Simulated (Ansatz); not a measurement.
Relaxed-ion elastic tensor of C in space group P4_2/mmc (No. 131; C on 2e, C on 4i) in GPa (Voigt order), PBEsol (plane waves, PAW; program Ansatz); density 3.01 g/cm³, 6.63 Å³ per atom.

```
 732  51.9   105   0.0   0.0   0.0
51.9   732   105   0.0   0.0   0.0
 105   105  1170   0.0   0.0   0.0
 0.0   0.0   0.0  77.1   0.0   0.0
 0.0   0.0   0.0   0.0  77.1   0.0
 0.0   0.0   0.0   0.0   0.0  67.4
```

Task: Is the crystal mechanically stable?

Result: Yes: the smallest eigenvalue of C is 67.4 GPa.

Task: Work out the Voigt, Reuss and Hill averages.

Result: K_V = 351, K_R = 331, K_H = 341; G_V = 203, G_R = 109, G_H = 156 GPa.

Task: Give Young's modulus, Poisson's ratio, Pugh's ratio and the universal anisotropy index.

Result: E = 9KG/(3K + G) = 405 GPa; ν = 0.30; K/G = 2.19 (ductile by the Pugh limit of 1.75); A_U = 5G_V/G_R + K_V/K_R − 6 = 4.40.

Task: Estimate the sound speeds and the Debye temperature.

Result: v_l = √((K + 4G/3)/ρ) = 13500 m/s, v_t = √(G/ρ) = 7200 m/s, mean 8040 m/s; Θ = (h/k)(3n/4πV)^(1/3) v_m = 1270 K.

Task: Solve the Christoffel equation for the three sound speeds along x, y, z.

Result: Eigenvalues of C_ijkl n_j n_l equal ρv². In km/s, slowest first: x 4.73, 5.07, 15.61; y 4.73, 5.07, 15.61; z 5.07, 5.07, 19.76.

Task: How much does each axis shrink under pressure?

Result: Linear compressibilities β_i = Σ_j S_ij (j = 1 to 3): x 1.2, y 1.2, z 0.64 per TPa.

The start of the workflow was typed in or built on a structure type; neither database checked (COD, Materials Project) lists it. It is not the phase usual at ambient conditions (space group No. 194, 227). The PBEsol relaxation kept the symmetry of its start; its stability against distortions is not shown here. As this level gives no gap, shear constants depend on the k-mesh and smearing (Fermi–Dirac, 0.1 eV here).

Potentials: the earlier of the program's two PAW sets. The files were generated under PBE; for other functionals the program regenerates the frozen cores, and for LDA and PBEsol the local potential too.
